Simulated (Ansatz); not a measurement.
Mg (hcp, Mg type)

```
Mg
1.0
    3.17308     0.00000     0.00000
   -1.58654     2.74797     0.00000
    0.00000     0.00000     5.18247
Mg
2
Direct
  0.33333   0.66667   0.75000
  0.66667   0.33333   0.25000
```

The slice is a (-1 1 0 2) plane (indices of the conventional cell) through the point (0.667, 0.333, 0.250) (fractional), spanned by u = [110] and v = [1 -1 1] in vectors of this cell: u (3.17 Å) and v (7.55 Å, at 90° to u). It covers one period; positions are fractions (u, v).

Method: r2SCAN (plane waves to 500 eV, PAW, scalar-relativistic; Ansatz, an electronic-structure program). k mesh 17×17×9. Inside the PAW spheres the values are not all-electron values, and peaks at nuclei hang on which shells count as valence. Mg was relaxed with its symmetry unable to fall.

Three fields on this plane, each scaled to ten steps between its own extremes (0 low, 9 high; the total valence density on a logarithmic scale, the potential cut 8 eV below its top; x marks points blanked near nuclei; v = 0 in the bottom row):

Map A
```
|xxxx855558xxx|
|xxxx643346xxx|
|xxx74322347xx|
|xx7432112347x|
|6653210012356|
|6543200002345|
|5543200002345|
|5543210012345|
|6654321123456|
|x965433334569|
|xxx65444456xx|
|xxx96555569xx|
|xxxx766667xxx|
|xxxx777777xxx|
|xxx87777778xx|
|xx8777777778x|
|5556777777655|
|3445677776544|
|2234566665432|
|1123566665321|
|0013456654310|
|0012456654210|
|0012455554210|
|0113455554311|
|1223456654322|
|3334556655433|
|4455666666554|
|xx7666666667x|
|xxx97666679xx|
|xxxx866668xxx|
|xxxx966669xxx|
|xxxxx6666xxxx|
```

Map B
```
|xxxx046640xxx|
|xxxx157751xxx|
|xxx04688640xx|
|xx0368888630x|
|3356899998653|
|6678899998876|
|7778999999877|
|6677899998776|
|3346789987643|
|x014688886410|
|xxx14788741xx|
|xxx03677630xx|
|xxxx367763xxx|
|xxxx367763xxx|
|xxx04788740xx|
|xx0357887530x|
|1235678876532|
|5566777777665|
|7777776677777|
|8887765567788|
|9987654456789|
|9997654456799|
|9998655556899|
|9998766667899|
|8888777777888|
|7777888888777|
|3456788887654|
|xx0367887630x|
|xxx04688640xx|
|xxxx157751xxx|
|xxxx046640xxx|
|xxxxx3663xxxx|
```

Map C
```
|xxxx047740xxx|
|xxxx057750xxx|
|xxx02666620xx|
|xx0256666520x|
|2346666666643|
|7777666666777|
|8877766667778|
|7777766667777|
|2346666666643|
|x003677776300|
|xxx04788740xx|
|xxx03788730xx|
|xxxx279972xxx|
|xxxx389983xxx|
|xxx05899850xx|
|xx0279999720x|
|0136899998631|
|4567899998765|
|6677888888776|
|6677776677776|
|6666665566666|
|6666654456666|
|6666665566666|
|6667777777766|
|6677888888776|
|6677888888776|
|2247899998742|
|xx0378998730x|
|xxx04899840xx|
|xxxx068860xxx|
|xxxx048840xxx|
|xxxxx3773xxxx|
```

### Question
Assign the maps to these fields: electron localisation function (ELF); valence electron density; electrostatic potential energy of an electron, from the cell's mean.

### Answer
A is the valence electron density; B is the electrostatic potential energy of an electron, from the cell's mean; C is the electron localisation function (ELF).
